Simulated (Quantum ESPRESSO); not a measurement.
# Si2BPC4: finding a planted mistake in a log

Simulated, not a measurement. The program is pw.x of Quantum ESPRESSO 7.5 (plane-wave density functional theory). The cell is made up: 8 atoms on a wurtzite lattice, with randomly drawn elements, strain and displacements, not relaxed. PseudoDojo standard norm-conserving files (v0.5 for PBE, v0.4.1 for LDA and PBEsol) set the functional; there is no spin polarisation, spin-orbit coupling or dispersion term, and the masses in the input are unused placeholders.

Intended input:

```
&control calculation='scf', pseudo_dir='./dojo.nc.sr.pbe.v0_5.standard.upf', outdir='./o', disk_io='medium', tprnfor=.true., tstress=.true. /
&system ibrav=0, nat=8, ntyp=4, nbnd=22, ecutwfc=82.02448710, nosym=.true., tot_charge=0,
 occupations='smearing', smearing='fd', degauss=0.0018374661
/
&electrons conv_thr=7.350e-09, electron_maxstep=60, /
ATOMIC_SPECIES
B 1.0 B.upf
C 1.0 C.upf
P 1.0 P.upf
Si 1.0 Si.upf
CELL_PARAMETERS angstrom
3.0106 -0.0125 -0.0116
-0.0217 5.3007 -0.0616
-0.0189 -0.058 4.8598
ATOMIC_POSITIONS angstrom
Si -0.0193 -0.0015 0.0235
Si 1.4923 2.6679 -0.0598
B 1.4372 0.8339 2.4602
P 0.0269 3.4645 2.4382
C 0.0151 -0.0722 1.8713
C 1.469 2.565 1.7954
C 1.4518 0.8608 4.2755
C -0.0616 3.4472 4.2542
K_POINTS automatic
6 4 4 1 1 1
```

The log is shortened where brackets say so; the opening notice, blank lines, dates and the lines on written files are dropped, and the path of the files is cut. It prints rydbergs, bohrs and kilobars, and counts compression as positive stress.

Log of the intended run:

```
     Program PWSCF v.7.5
     Parallel version (MPI & OpenMP), running on       1 processor cores
     Number of MPI processes:                 1
     Threads/MPI process:                     1
     [start-up lines left out]
     bravais-lattice index     =            0
     lattice parameter (alat)  =       5.6893  a.u.
     unit-cell volume          =     523.2714 (a.u.)^3
     number of atoms/cell      =            8
     number of atomic types    =            4
     number of electrons       =        32.00
     number of Kohn-Sham states=           22
     kinetic-energy cutoff     =      82.0245  Ry
     charge density cutoff     =     328.0979  Ry
     scf convergence threshold =      7.3E-09
     mixing beta               =       0.7000
     number of iterations used =            8  plain     mixing
     Exchange-correlation= PBE
                           (   1   4   3   4   0   0   0)
     [axes and pseudopotential details left out]
   Cartesian axes
     site n.     atom                  positions (alat units)
         1        Si     tau(   1) = (  -0.0064106  -0.0004982   0.0078056  )
         2        Si     tau(   2) = (   0.4956740   0.8861547  -0.0198628  )
         3        B      tau(   3) = (   0.4773723   0.2769835   0.8171662  )
         4        P      tau(   4) = (   0.0089350   1.1507488   0.8098588  )
         5        C      tau(   5) = (   0.0050155  -0.0239815   0.6215605  )
         6        C      tau(   6) = (   0.4879348   0.8519760   0.5963500  )
         7        C      tau(   7) = (   0.4822217   0.2859185   1.4201260  )
         8        C      tau(   8) = (  -0.0204607   1.1450026   1.4130511  )
     number of k points=    48  Fermi-Dirac smearing, width (Ry)=  0.0018
                       cart. coord. in units 2pi/alat
        k(    1) = (   0.0839376   0.0722538   0.0786263), wk =   0.0416667
        k(    2) = (   0.0845419   0.0740564   0.2335253), wk =   0.0416667
     [further k points left out]
     Dense  grid:    52493 G-vectors     FFT dimensions: (  36,  60,  54)
     Estimated max dynamical RAM per process >      61.01 MB
     Initial potential from superposition of free atoms
     starting charge      31.9982, renormalised to      32.0000
     Starting wfcs are   32 randomized atomic wfcs
     total cpu time spent up to now is        5.9 secs
     per-process dynamical memory:    48.8 Mb
     Self-consistent Calculation
     iteration #  1     ecut=    82.02 Ry     beta= 0.70
     Davidson diagonalization with overlap
     ethr =  1.00E-02,  avg # of iterations =  3.4
     total cpu time spent up to now is       16.0 secs
     total energy              =     -84.24642194 Ry
     estimated scf accuracy    <       1.47200465 Ry
     iteration #  2     ecut=    82.02 Ry     beta= 0.70
     Davidson diagonalization with overlap
     ethr =  4.60E-03,  avg # of iterations =  2.4
     total cpu time spent up to now is       26.4 secs
     total energy              =     -84.64114561 Ry
     estimated scf accuracy    <       0.70029923 Ry
     [iterations 3 to 10 left out]
     iteration # 11     ecut=    82.02 Ry     beta= 0.70
     Davidson diagonalization with overlap
     ethr =  1.41E-10,  avg # of iterations =  4.0
     total cpu time spent up to now is      129.6 secs
     total energy              =     -84.78310803 Ry
     estimated scf accuracy    <       0.00000001 Ry
     iteration # 12     ecut=    82.02 Ry     beta= 0.70
     Davidson diagonalization with overlap
     ethr =  3.46E-11,  avg # of iterations =  2.0
     total cpu time spent up to now is      141.2 secs
     End of self-consistent calculation
     [lines on levels left out]
!    total energy              =     -84.78310803 Ry
     estimated scf accuracy    <          1.6E-09 Ry
     smearing contrib. (-TS)   =       0.00000000 Ry
     internal energy E=F+TS    =     -84.78310803 Ry
     The total energy is F=E-TS. E is the sum of the following terms:
     one-electron contribution =      22.15798574 Ry
     hartree contribution      =       9.14476547 Ry
     xc contribution           =     -30.22778861 Ry
     ewald contribution        =     -85.85807063 Ry
     convergence has been achieved in  12 iterations
     Forces acting on atoms (cartesian axes, Ry/au):
     atom    1 type  4   force =    -0.00810075    0.05859950   -0.00537491
     atom    2 type  4   force =    -0.03271472   -0.09317582    0.02415624
     atom    3 type  1   force =     0.01300478   -0.04534851    0.01582293
     atom    4 type  3   force =    -0.04881419    0.05995598   -0.02951251
     atom    5 type  2   force =    -0.00578239    0.03306689    0.07746483
     atom    6 type  2   force =     0.03069913   -0.02880643    0.07687471
     atom    7 type  2   force =     0.01116374   -0.03384308   -0.08878460
     atom    8 type  2   force =     0.04054440    0.04955147   -0.07064668
     Total force =     0.237152     Total SCF correction =     0.000020
     Computing stress (Cartesian axis) and pressure
          total   stress  (Ry/bohr**3)                   (kbar)     P=      -41.94
  -0.00024796   0.00010254  -0.00000553          -36.48       15.08       -0.81
   0.00010254  -0.00097367   0.00024647           15.08     -143.23       36.26
  -0.00000553   0.00024647   0.00036639           -0.81       36.26       53.90
     init_run     :      5.61s CPU      5.72s WALL (       1 calls)
     electrons    :    123.89s CPU    135.31s WALL (       1 calls)
     forces       :      2.17s CPU      2.21s WALL (       1 calls)
     stress       :      8.96s CPU      9.02s WALL (       1 calls)
     [timing details left out]
     PWSCF        :   2m20.87s CPU   2m32.60s WALL
     JOB DONE.
```

A second run was made from an input with one planted mistake. Its log:

```
     Program PWSCF v.7.5
     Parallel version (MPI & OpenMP), running on       1 processor cores
     Number of MPI processes:                 1
     Threads/MPI process:                     1
     [start-up lines left out]
     bravais-lattice index     =            0
     lattice parameter (alat)  =       5.6893  a.u.
     unit-cell volume          =     523.2714 (a.u.)^3
     number of atoms/cell      =            8
     number of atomic types    =            4
     number of electrons       =        32.00
     number of Kohn-Sham states=           22
     kinetic-energy cutoff     =      82.0245  Ry
     charge density cutoff     =     328.0979  Ry
     scf convergence threshold =      5.1E-02
     mixing beta               =       0.7000
     number of iterations used =            8  plain     mixing
     Exchange-correlation= PBE
                           (   1   4   3   4   0   0   0)
     [axes and pseudopotential details left out]
   Cartesian axes
     site n.     atom                  positions (alat units)
         1        Si     tau(   1) = (  -0.0064106  -0.0004982   0.0078056  )
         2        Si     tau(   2) = (   0.4956740   0.8861547  -0.0198628  )
         3        B      tau(   3) = (   0.4773723   0.2769835   0.8171662  )
         4        P      tau(   4) = (   0.0089350   1.1507488   0.8098588  )
         5        C      tau(   5) = (   0.0050155  -0.0239815   0.6215605  )
         6        C      tau(   6) = (   0.4879348   0.8519760   0.5963500  )
         7        C      tau(   7) = (   0.4822217   0.2859185   1.4201260  )
         8        C      tau(   8) = (  -0.0204607   1.1450026   1.4130511  )
     number of k points=    48  Fermi-Dirac smearing, width (Ry)=  0.0018
                       cart. coord. in units 2pi/alat
        k(    1) = (   0.0839376   0.0722538   0.0786263), wk =   0.0416667
        k(    2) = (   0.0845419   0.0740564   0.2335253), wk =   0.0416667
     [further k points left out]
     Dense  grid:    52493 G-vectors     FFT dimensions: (  36,  60,  54)
     Estimated max dynamical RAM per process >      61.01 MB
     Initial potential from superposition of free atoms
     starting charge      31.9982, renormalised to      32.0000
     Starting wfcs are   32 randomized atomic wfcs
     total cpu time spent up to now is        6.4 secs
     per-process dynamical memory:    48.8 Mb
     Self-consistent Calculation
     iteration #  1     ecut=    82.02 Ry     beta= 0.70
     Davidson diagonalization with overlap
     ethr =  1.00E-02,  avg # of iterations =  3.4
     total cpu time spent up to now is       18.6 secs
     total energy              =     -84.24642194 Ry
     estimated scf accuracy    <       1.47200465 Ry
     iteration #  2     ecut=    82.02 Ry     beta= 0.70
     Davidson diagonalization with overlap
     ethr =  4.60E-03,  avg # of iterations =  2.4
     total cpu time spent up to now is       31.1 secs
     total energy              =     -84.64114561 Ry
     estimated scf accuracy    <       0.70029923 Ry
     iteration #  3     ecut=    82.02 Ry     beta= 0.70
     Davidson diagonalization with overlap
     ethr =  2.19E-03,  avg # of iterations =  2.0
     total cpu time spent up to now is       42.8 secs
     End of self-consistent calculation
     [lines on levels left out]
!    total energy              =     -84.75578080 Ry
     estimated scf accuracy    <       0.04718488 Ry
     smearing contrib. (-TS)   =      -0.00000000 Ry
     internal energy E=F+TS    =     -84.75578080 Ry
     The total energy is F=E-TS. E is the sum of the following terms:
     one-electron contribution =      22.45447648 Ry
     hartree contribution      =       8.78777568 Ry
     xc contribution           =     -30.13996232 Ry
     ewald contribution        =     -85.85807063 Ry
     convergence has been achieved in   3 iterations
     Forces acting on atoms (cartesian axes, Ry/au):
     atom    1 type  4   force =    -0.00710780    0.04611962    0.00018983
     atom    2 type  4   force =    -0.03316943   -0.08296375    0.03268483
     atom    3 type  1   force =     0.01507846   -0.03734402   -0.00107118
     atom    4 type  3   force =    -0.05011343    0.04910165   -0.03448911
     atom    5 type  2   force =    -0.01005610    0.05744039    0.07058948
     atom    6 type  2   force =     0.03146915   -0.04285963    0.06893741
     atom    7 type  2   force =     0.01327692   -0.03261517   -0.07800195
     atom    8 type  2   force =     0.04062222    0.04312091   -0.05883931
     Total force =     0.221863     Total SCF correction =     0.404529
     SCF correction compared to forces is large: reduce conv_thr to get better values
     Computing stress (Cartesian axis) and pressure
          total   stress  (Ry/bohr**3)                   (kbar)     P=      -82.24
  -0.00045395   0.00008525  -0.00002954          -66.78       12.54       -4.35
   0.00008525  -0.00142301   0.00023039           12.54     -209.33       33.89
  -0.00002954   0.00023039   0.00019981           -4.35       33.89       29.39
     init_run     :      5.85s CPU      6.32s WALL (       1 calls)
     electrons    :     31.54s CPU     36.34s WALL (       1 calls)
     forces       :      2.04s CPU      2.07s WALL (       1 calls)
     stress       :      7.86s CPU      7.91s WALL (       1 calls)
     [timing details left out]
     PWSCF        :     47.48s CPU     53.00s WALL
     JOB DONE.
```

Question: what was wrong in the second input?

Answer: the self-consistency threshold is too loose. The input lines that differ, file-writing options aside:

```
- &electrons conv_thr=7.350e-09, electron_maxstep=60, /
+ &electrons conv_thr=5.145e-02, electron_maxstep=60, /
```

```
                                            intended run  run with the mistake
                          free energy (eV)     -1153.533             -1153.161
                    smearing term -TS (eV)        0.0000                0.0000
                            pressure (GPa)         -4.19                 -8.22
            largest force component (eV/Å)         2.396                 2.133
largest change of a force component (eV/Å)                               0.627
                                iterations            12                     3
```

For scale, a rerun of the intended cell at 1347 eV and a 8 x 6 x 6 mesh moved values by no more than 0.003 eV in energy, 0.17 GPa in stress and 0.010 eV/Å in force.